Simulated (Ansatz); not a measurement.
A geometry of RbAlF4 away from equilibrium: step 3 of the relaxation of a relaxed RbAlF4 cell, doubled along one cell vector, shaken by Gaussian noise of σ = 0.08 Å a coordinate. The numbers are results of r2SCAN (plane waves to 500 eV, PAW, scalar-relativistic; Ansatz, an electronic-structure program), not measurements. Γ-centred k-mesh 6×6×2 on the run's cell (coarser than for final values), Fermi–Dirac smearing 0.05 eV.

```xyz
12
Lattice="3.6568 0.0025 0.0062 0.0025 3.6681 0.0087 0.0214 0.0298 12.6153" Properties=species:S:1:pos:R:3 pbc="T T T"
Rb    -0.0279    -0.0231    -0.0940
Rb    -0.0158    -0.0024     6.2490
Al     1.8138     1.8367     3.2133
Al     1.8193     1.8297     9.3761
F      1.8149     1.8318     4.9806
F      1.8197     1.8302    11.1471
F      1.8182     1.8340     1.4380
F      1.8237     1.8325     7.6293
F      1.8191     0.0032     3.3568
F      1.8142    -0.0041     9.3400
F     -0.0097     1.8457     3.3579
F     -0.0071     1.8218     9.3483
```

Give the Cartesian forces on all atoms (eV/Å).


```
atom     Fx     Fy     Fz
----  -----  -----  -----
Rb1    0.00   0.00   0.00
Rb2    0.01   0.00  -0.02
Al3    0.06   0.01   1.09
Al4    0.02   0.00  -0.48
F5     0.00   0.00   0.21
F6     0.00   0.00   0.15
F7     0.00   0.01   0.30
F8     0.00   0.01  -0.03
F9    -0.01   0.01  -0.98
F10    0.02  -0.02   0.39
F11   -0.05  -0.03  -0.99
F12   -0.04   0.02   0.36
```

What is the pressure?

-0.3 GPa, compression positive.

How much energy per atom can still be gained by relaxing?

0.02 eV/atom; the path ends in P4/mmm (No. 123).

No spin polarisation in the result.
